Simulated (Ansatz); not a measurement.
GaGeO3 in space group P4mm (No. 99; Ga on 1b, Ge on 1a, O on 2c, O on 1b), r²SCAN+D4 in the plane-wave PAW code Ansatz, all energies at zero smearing, with the estimated change up to a 700 eV cutoff added, with one set of potentials and settings (totals compare only within such a set). Cell of 5 atoms (1 Ga, 1 Ge, 3 O): -9798.169 eV.

| element | reference phase | E (eV/atom) |
|---|---|---|
| Ga | Cmce, 4 atoms in the cell | -3790.4296 |
| Ge | Fd-3m, 2 atoms in the cell | -4303.0261 |
| O | C2/m, 4 atoms in the cell, spin-polarised | -566.0614 |

Formation energy per atom, worked out: (-9798.169 − 1×(-3790.4296) − 1×(-4303.0261) − 3×(-566.0614))/5 = -1.306 eV/atom (-126 kJ per mol of atoms), at 0 K, without zero-point energy or fitted corrections.

The start of the workflow was typed in or built on a structure type; neither database checked (COD, Materials Project) lists it. Its standing as an ambient phase is unchecked. The cell was relaxed with r²SCAN+D4 under the symmetry of its start; its stability against distortions is not shown here. The references are the lowest solids computed at this level, not always the standard phases (solids in place of the gases).

Potentials: the earlier of the program's two PAW sets. The files were generated under PBE; for other functionals the program regenerates the frozen cores, and for LDA and PBEsol the local potential too.
